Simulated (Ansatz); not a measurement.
SiO2: Field gradients at the nuclei

The cell is a COD entry, atoms as given.

Space group P4_12_12 (No. 92); a = 4.9790, c = 6.9500 Å.

```
site  Wyckoff  site symmetry       x       y       z
  Si       4a            ..2  0.3002  0.3002  0.0000
   O       8b              1  0.2394  0.1049  0.1785
```

One atom of each set is listed.

Level of theory: DFT, PBE, plane waves and PAW (field gradients read without the response of the frozen cores, which leaves them typically 4 to 6 % off), scalar-relativistic, 420 eV cutoff, Γ-centred 5×5×4 k-points, Fermi–Dirac smearing 0.02 eV (Ansatz 0.2.0).

C_Q = eQV_zz/h, which is 24.18 MHz for Q = 1 b and V_zz = 10²¹ V/m²; η = (V_xx − V_yy)/V_zz.

¹⁷O: I = 5/2, Q = -25.58 mb. Nuclear quadrupole moments: year-2017 set (Pyykkö).

```csv
site,atoms,first shell,V_zz (10²¹ V/m²),η,C_Q (MHz)
Si,4,4 O at 1.60–1.61 Å,-0.28,0.76,–
O,8,"2 Si at 1.60–1.61 Å, angle 146°",9.50,0.14,-5.88
```

At O V_zz runs parallel to the line that joins its two neighbours (within 1°).

Si has no stable isotope with a ground-state quadrupole moment in the table, so no C_Q is given.

The calculated pressure of 6 GPa (PBE) comes largely from the unrelaxed atoms: it is 1.1 GPa once they are relaxed in the same cell. The largest force is 0.4 eV/Å, so the atoms aren't at the calculated equilibrium and relaxing them would move these values.
